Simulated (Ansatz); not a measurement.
Q: Bulk modulus by a P(V) fit from PBEsol minus that from r²SCAN (% of the latter), each on its own relaxed cell (Ansatz, a first-principles code, plane waves, PAW; no spin–orbit coupling, no Hubbard U), over 30 phases of the class «sulfides, selenides and tellurides»: what sign and size do you expect?

A: Mean 1 %, median 2 %, mean absolute 3 %; eight in ten lie between -4 and 5 %, and 63 % are above zero.

Some cases that may be named, with their rank among the 30 from the lowest: MgS, wurtzite -4 % (rank 1); MgS, zinc blende -4 % (rank 4); Cd2TeS, P3m1 (Cd on 1c, Cd on 1a, Te on 1a, S on 1c) 1 % (rank 15); CdHgSe2, P-4m2 (Cd on 1c, Hg on 1a, Se on 2g) 2 % (rank 18); YSe, rock salt 4 % (rank 24); SnPbSe2, R-3m (Sn on 3b, Pb on 3a, Se on 6c) 6 % (rank 29).

The phases are those computed here (of each formula those with measured values and the lowest at some level), not a balanced benchmark, and neither functional is the truth. Pairs that end in unlike spin orders or unlike minima (c/a over 6 % apart, 30 % for weakly bound crystals), magnets with 4f shells, solids of gases and phases set aside for tests are left out.

1 of the phases carry moments, in the orders computed and without U.

Standing as an ambient phase not checked: MgS, wurtzite; MgS, zinc blende; Cd2TeS, P3m1 (Cd on 1c, Cd on 1a, Te on 1a, S on 1c); CdHgSe2, P-4m2 (Cd on 1c, Hg on 1a, Se on 2g); YSe, rock salt; SnPbSe2, R-3m (Sn on 3b, Pb on 3a, Se on 6c). Perhaps ordered models of mixed-site phases: CdHgSe2, P-4m2 (Cd on 1c, Hg on 1a, Se on 2g); SnPbSe2, R-3m (Sn on 3b, Pb on 3a, Se on 6c). All cells were relaxed under the symmetry of their starts (and spin orders); stability against distortions was not tested throughout. Named crystals with no word on spin ran without spin polarisation. Spin–orbit coupling is left out wherever it is not named.

Potentials: the later of the program's two PAW sets.

Ansatz is a plane-wave DFT program.
